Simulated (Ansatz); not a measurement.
Values for one crystal, relaxed and computed with the program Ansatz at the PBEsol level (PAW); other levels are named.

- Volume per atom: 13.34 Å³
- Electronic character: metallic (no gap)
- Density of states at the Fermi level: 0.32 states/eV per atom (mean over ±0.08 eV)
- Mechanical stability: stable (all eigenvalues of C positive)
- Highest zone-centre frequency: 663 cm⁻¹
- Pressure derivative B′: 4.5
- Gap with spin–orbit coupling: none (metallic)

Which of these materials gives this?
A. TiS2, CdI2 type
B. Ti2GaC, P6_3/mmc (Ti on 4f, Ga on 2d, C on 2a)
C. Ti3O5, C2/m (Pearson symbol mS32)
D. Ti3C2O2, P-3m1 (O on 2c, Ti on 2d, C on 2d, Ti on 1a)

B, Ti2GaC, P6_3/mmc (Ti on 4f, Ga on 2d, C on 2a)

The first step of the workflow began from a Materials Project structure, measured or hypothetical; the Crystallography Open Database copy checked does not list it. Whether it is the stable phase at ambient conditions was not checked. Symmetry was held in the PBEsol relaxation; whether a distortion lowers the energy is not shown. The run is not spin-polarised. As this level gives no gap, phonon frequencies hold no LO–TO term and depend on the k-mesh and smearing (Fermi–Dirac, 0.1 eV here). Scalar-relativistic: spin–orbit coupling is off unless named, which matters more the heavier the elements.

Potentials: the later of the program's two PAW sets.
